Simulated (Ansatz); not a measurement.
Profile along the C–Ta line in TaC (rock salt)

TaC (rock salt)

```cif
data_C4Ta4
_chemical_formula_sum 'C4 Ta4'
_space_group_name_H-M_alt 'Fm-3m'
_space_group_IT_number 225
_space_group_name_Hall '-F 4 2 3'
_cell_length_a 4.47586
_cell_length_b 4.47586
_cell_length_c 4.47586
_cell_angle_alpha 90.000
_cell_angle_beta 90.000
_cell_angle_gamma 90.000
loop_
_atom_site_label
_atom_site_type_symbol
_atom_site_symmetry_multiplicity
_atom_site_Wyckoff_symbol
_atom_site_fract_x
_atom_site_fract_y
_atom_site_fract_z
_atom_site_occupancy
C1 C 4 a 0.00000 0.00000 0.00000 1
Ta1 Ta 4 b 0.50000 0.50000 0.50000 1
```
(The calculation used a cell of 2 atoms; values per cell refer to that cell.)

Fields along a shortest C–Ta line of a {100} plane (2.24 Å), from C to Ta, interpolated on the slice's grid (step about 0.1 Å). The numbers are results of PBE (plane waves to 420 eV, PAW, scalar-relativistic; Ansatz, a program for electronic structure), not measurements. k mesh 18×18×18. These are valence fields of a PAW run, semicore shells included where kept as valence: close to a nucleus they are smooth pseudo fields. Spin-orbit coupling is left out, though Ta is heavy. TaC is run without spin polarisation. TaC was relaxed with its symmetry unable to fall.

```csv
distance from C (Å),valence electron density (e/Å³),electron localisation function
0.00,1.70,x
0.22,1.76,x
0.45,1.54,0.60
0.67,1.03,0.77
0.90,0.65,0.61
1.12,0.56,0.24
1.34,1.08,0.35
1.57,2.80,0.70
1.79,4.44,0.65
2.02,4.01,x
2.24,3.05,x
```

x: too close to a nucleus for the ELF to mean much.

Density on the C–Ta line (2.24 Å) at its density minimum, 1.1 Å from C: 0.55 e/Å³. ELF at that point: 0.3.
